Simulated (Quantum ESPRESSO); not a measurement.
NMR parameters of RbBr

```
RbBr
1.0
    0.00000     3.45595     3.45595
    3.45595     0.00000     3.45595
    3.45595     3.45595     0.00000
Rb Br
1 1
Direct
  0.00000   0.00000   0.00000
  0.50000   0.50000   0.50000
```
Geometry: a computed entry of the Materials Project; it was not checked against measured cells. It is RbBr in Fm-3m; whether this form has been observed was not checked. Stability against distortions was not tested.

Computed: shieldings by PBE GIPAW (a modified build of Quantum ESPRESSO, JTH PAW datasets), 20 Ha, k-mesh 4×4×4 shifted, f-sum rule met within 0.004 %.

```json
[
 {"site": "Rb (atom 1)", "site symmetry": "m-3m", "σ_iso (ppm)": "3014"},
 {"site": "Br (atom 2)", "site symmetry": "m-3m", "σ_iso (ppm)": "2614"}
]
```

These are absolute shieldings with no macroscopic susceptibility term; δ = σ_ref − σ needs a reference computed alike. In our sweeps, cutoffs and meshes of this size left a few ppm, and up to some 20 ppm on atoms from Zn on. No spin–orbit coupling; Rb is the heaviest element present. No d partial waves on Br: the paramagnetic term there is incompletely reconstructed.
